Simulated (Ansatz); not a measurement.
SrZrO3:
```
SrZrO3
1.0
   -2.86822     2.86822     4.16182
    2.86822    -2.86822     4.16182
    2.86822     2.86822    -4.16182
Sr Zr O
2 2 6
Direct
  0.75000   0.25000   0.50000
  0.25000   0.75000   0.50000
  0.00000   0.00000   0.00000
  0.50000   0.50000   0.00000
  0.18934   0.68934   0.87869
  0.81066   0.31066   0.12131
  0.68934   0.81066   0.50000
  0.31066   0.18934   0.50000
  0.25000   0.25000   0.00000
  0.75000   0.75000   0.00000
```

Relaxed with PBEsol. Special points in fractions of this cell's reciprocal vectors: Γ (0.000, 0.000, 0.000); X (0.000, 0.000, 0.500); P (0.250, 0.250, 0.250); N (0.000, 0.500, 0.000); M (0.500, 0.500, -0.500); S (0.369, 0.631, -0.369); S0 (-0.369, 0.369, 0.369); R (-0.237, 0.237, 0.500); G (0.500, 0.500, -0.237).

Task: List the band energies nearest the valence-band maximum at these points for the program Ansatz at the PBEsol level (PAW).

Result: In eV from the valence-band maximum; about four levels below and three above (degenerate sets whole), none deeper than 8.9 eV; points with the same levels are listed once.

```json
[
 {"k": "Γ", "below": "-0.10 -0.10 -0.04 -0.04", "above": "3.71 3.71 4.08"},
 {"k": "X", "below": "-0.50 -0.29 -0.21 0.00", "above": "3.95 5.56 5.66"},
 {"k": "P", "below": "-0.40 -0.40 -0.40 -0.40", "above": "5.00 5.00 5.70 5.70"},
 {"k": "N", "below": "-0.50 -0.50 -0.19 -0.19", "above": "5.33 5.33 5.43 5.43"},
 {"k": "M", "below": "-0.62 -0.14 -0.06 -0.06", "above": "4.34 5.40 5.40"},
 {"k": "S", "below": "-0.72 -0.56 -0.30 -0.06", "above": "4.88 5.26 5.27"},
 {"k": "R", "below": "-0.50 -0.38 -0.31 -0.29", "above": "4.77 5.25 5.46"}
]
```

Space group I4/mcm. The workflow started from a Materials Project entry (that database holds measured and hypothetical structures alike); the Crystallography Open Database copy checked does not list it. COD files the formula under space group No. 62, 63, 221. Its standing as an ambient phase is unchecked. Symmetry was held in the PBEsol relaxation. At this level the phase is dynamically unstable (imaginary phonons). The run is not spin-polarised. Spin–orbit coupling is left out wherever it is not named.

Potentials: the later of the program's two PAW sets.
